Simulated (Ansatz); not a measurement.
CuO in space group P4_2/mmc (No. 131; Cu on 2c, O on 2e), plane-wave PAW PBE (Ansatz code), all energies at zero smearing, with the estimated change up to a 700 eV cutoff added, with one set of potentials and settings (totals compare only within such a set). Cell of 4 atoms (2 Cu, 2 O): -14382.585 eV.

```csv
element,reference phase,E (eV/atom)
Cu,"Fm-3m, 1 atoms in the cell",-6625.1757
O,"C2/m, 4 atoms in the cell, spin-polarised",-565.0000
```

Formation energy per atom, worked out: (-14382.585 − 2×(-6625.1757) − 2×(-565.0000))/4 = -0.558 eV/atom (-54 kJ per mol of atoms), at 0 K, without zero-point energy or fitted corrections.

A made-up cell: these elements were put on the sites of a structure type; neither database checked (COD, Materials Project) lists it. It is not the phase usual at ambient conditions (space group No. 15). Symmetry was held in the PBE relaxation; its stability against distortions is not shown here. No spin polarisation was allowed. No Hubbard U is applied. The references are the lowest solids computed at this level, not always the standard phases (solids in place of the gases).

Potentials: the later of the program's two PAW sets.
